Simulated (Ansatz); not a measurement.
Theory: DFT PBE, scalar-relativistic, plane waves, PAW in Ansatz. Settings: cutoff 420 eV, Γ-centred meshes spaced at most about 0.3 Å⁻¹, and about 0.25 Å⁻¹ or finer for metals (2π included), Gaussian smearing. Collinear spin in cells that started with moments and kept them past the coarse steps, no spin elsewhere.

Each of these unrelaxed guesses is relaxed in cell and atoms within its symmetry. A guess keeps its type if space group and coordination stay and the shape of the cell changes little (axis ratios within about 15 %, angles within 6°); the volume may change.

1. AlH2

```
Al H
1.0
     2.57639   -3.35391    0.00000
     2.57639    3.35391    0.00000
     0.00000    0.00000    4.40996
Al H
2 4
Cartesian
  1.2882 1.6770 0.0000
  1.2882 -1.6770 0.0000
  1.8201 -1.6770 2.5206
  3.3327 -1.6770 2.5206
  1.8201 1.6770 1.8894
  3.3327 1.6770 1.8894
```

2. Lu2Si2O

```
Lu Si O
1.0
     3.87817    0.00000    0.00000
     0.00000    3.87817    0.00000
     0.00000    0.00000    6.86350
Lu Si O
2 2 1
Direct
  0.50000 0.50000 0.21605
  0.50000 0.50000 0.78395
  0.00000 0.00000 0.38542
  0.00000 0.00000 0.61458
  0.00000 0.00000 0.00000
```

3. AgPtC4N4 (collinear spin from parallel moments)

```
Ag Pt C N
1.0
     6.01253    0.00000    0.00000
     0.00000    6.01253    0.00000
     0.00000    0.00000    6.01253
Ag Pt C N
1 1 4 4
Direct
  0.50000 0.50000 0.50000
  0.00000 0.00000 0.00000
  0.18408 0.18408 0.18408
  0.18408 0.81592 0.81592
  0.81592 0.18408 0.81592
  0.81592 0.81592 0.18408
  0.29643 0.29643 0.29643
  0.29643 0.70357 0.70357
  0.70357 0.29643 0.70357
  0.70357 0.70357 0.29643
```

4. Zn2SiN2

```
Zn Si N
1.0
     2.22840    1.28657    4.19432
    -2.22840    1.28657    4.19432
     0.00000   -2.57313    4.19432
Zn Si N
2 1 2
Direct
  0.65114 0.65114 0.65114
  0.34886 0.34886 0.34886
  0.50000 0.50000 0.50000
  0.16770 0.16770 0.16770
  0.83230 0.83230 0.83230
```

5. CaSn3N2

```
Ca Sn N
1.0
     6.45940    0.00000    0.00000
    -3.22970    5.59400    0.00000
     0.00000    0.00000    3.62130
Ca Sn N
1 3 2
Cartesian
  0.0000 0.0000 1.8106
  -1.6148 2.7970 0.0000
  3.2297 0.0000 0.0000
  1.6148 2.7970 0.0000
  0.0000 3.7293 1.8106
  3.2297 1.8647 1.8106
```

Question: Which keep their type?

Answer: Guesses 3 and 5 keep their type.

| guess | kept | start group | end group | V start (Å³/atom) | V end | b/a and c/a, end over start | nearest neighbours start | nearest neighbours end |
| --- | --- | --- | --- | --- | --- | --- | --- | --- |
| 1 | no | Cmme | P4/mmm | 12.7 | 17.8 | - | Al 2, H 1 | Al 4, H 1 |
| 2 | no | P4/mmm | P4/mmm | 20.6 | 16.6 | 1.00, 1.74 | Lu 9, O 2, Si 1 | Lu 12, O 12, Si 1 |
| 3 | yes | P-43m | P-43m | 21.7 | 24.0 | 1.00, 1.00 | Ag 4, C 1, N 1, Pt 4 | Ag 4, C 1, N 1, Pt 4 |
| 4 | no | R-3m | R-3m | 14.4 | 11.0 | 1.00, 2.87 | N 7, Si 2, Zn 1 | N 4, Si 6, Zn 1 |
| 5 | yes | P6/mmm | P6/mmm | 21.8 | 19.7 | 1.00, 0.96 | Ca 20, N 6, Sn 4 | Ca 20, N 6, Sn 4 |

Neighbours count within 15 % of an atom's shortest distance; end groups are read at 0.02 Å (0.05 Å in metals).

No dispersion correction is applied, so the spacing and binding between layers, chains or molecules are poorly described (AlH2 P4/mmm). Spin–orbit coupling, which can matter for Pt, is left out. A magnetic state wasn't ruled out in cells without spin, among them AlH2 P4/mmm, Zn2SiN2 R-3m. The magnetic state reached may not be the lowest. Cells relaxed within their symmetry can be saddle points.
